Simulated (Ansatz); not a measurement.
## ErAg, first-principles data

ErAg:
```
ErAg
1.0
    3.59473     0.00000     0.00000
    0.00000     3.59473     0.00000
    0.00000     0.00000     3.59473
Er Ag
1 1
Cartesian
  1.79737   1.79737   1.79737
  0.00000   0.00000   0.00000
```
The run is spin-polarised; directions of the spins, atom by atom: ↑ 0.

Space group Pm-3m (No. 221), CsCl type; conventional cell a = b = c = 3.595 Å, α = β = γ = 90.00°.

Method: DFT-r²SCAN in the program Ansatz with PAW potentials. Structure relaxed to zero pressure with the same functional. Other levels are named where they apply.

### Cell and energy

```json
{
 "volume_per_atom": "23.23 Å³",
 "density": "9.84 g/cm³"
}
```

### Electronic structure

```json
{
 "electronic_character": "metallic (no gap)",
 "Density of states at the Fermi level": "0.99 states/eV per atom (mean over ±0.08 eV)"
}
```

### Magnetism

```json
{
  "magnetic_order": "ferromagnetic",
  "net_moment": "1.43 μB per atom"
}
```

The first step of the workflow began from a Materials Project structure, measured or hypothetical; the Crystallography Open Database files this formula in space group No. 221, but the cells were not matched. Its standing as an ambient phase is unchecked. The cell was relaxed with r²SCAN under the symmetry of its start; its stability against distortions is not shown here. Magnetic state: ferromagnetic, the only order run, not a proven ground state. The 4f shell is in the valence, and the state reached may lie above the lowest one. Other orbital occupations within this spin state were not tried. No Hubbard U is applied. Spin–orbit coupling is left out wherever it is not named.

Potentials: the later of the program's two PAW sets.
